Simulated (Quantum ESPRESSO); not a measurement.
# Strain and stress in B4P2SeC

The results below are calculated, not measured. They come from pw.x of Quantum ESPRESSO 7.5, a plane-wave density functional program, with PseudoDojo standard norm-conserving files (v0.5 for PBE, v0.4.1 for LDA and PBEsol). The cells are made up: elements, strain and atom displacements were drawn at random, and nothing was relaxed. There is no spin polarisation, spin-orbit coupling or dispersion term.

The cell has 8 sites of a zincblende or diamond lattice. Sites 1 to 4 hold B B B B; sites 5 to 8 hold P Se P C. Cell vectors in Å: (4.556, -0.044, -0.032); (-0.044, 4.528, 0.011); (-0.032, 0.011, 4.510). Settings: PBE, cutoff 1170 eV, 6 x 6 x 6 k mesh shifted by half a step, Fermi-Dirac smearing of 0.1 eV.

Each run adds a strain along z to one cell, with the atoms carried along; the vectors above are those of run 5. Stress is positive in tension and P is minus a third of its trace. E is the free energy for each atom above the lowest run shown.

```
run  strain (%)  s_xx (GPa)  s_yy (GPa)  s_zz (GPa)  s_xy (GPa)  P (GPa)  E (meV/atom)
  1       -2.21        5.07        1.84       -4.69       -5.96    -0.74          2.29
  3       -1.43        5.63        2.52       -2.17       -5.78    -1.99          0.33
  4       -1.14        5.82        2.76       -1.24       -5.72    -2.45          0.00
  5       -0.28        6.37        3.42        1.48       -5.53    -3.76          0.05
  6        1.87        7.53        4.85        8.02       -5.07    -6.80          7.53
  7        2.08        7.63        4.97        8.64       -5.03    -7.08          8.79
  2       -1.64           ?           ?           ?           ?        ?             ?
```

A rerun of one of these cells at 1467 eV and k mesh 8 x 8 x 8 moved values by no more than 0.002 eV in the cell's energy, 0.02 GPa in stress and 0.002 eV/Å in force.

## Worked fit

A parabola through the six runs shown gives s_zz = 2.35 + 3.10 e - 0.037 e² GPa, with e in per cent and a scatter of 0.01 GPa. The slope is a stiffness of 310 ± 1 GPa for each unit of this strain at e = 0. The atoms are clamped, and relaxing them would in general lower it. The error is the larger of the fit's own and the change that a cubic makes, rounded up.

## Withheld run

Question: what s_zz should run 2 give?

The fit gives -2.83 GPa. The calculation gave -2.84 GPa.

| run | strain (%) | s_xx (GPa) | s_yy (GPa) | s_zz (GPa) | s_xy (GPa) | P (GPa) | E (meV/atom) |
| --- | --- | --- | --- | --- | --- | --- | --- |
| 2 | -1.64 | 5.48 | 2.34 | -2.84 | -5.83 | -1.66 | 0.73 |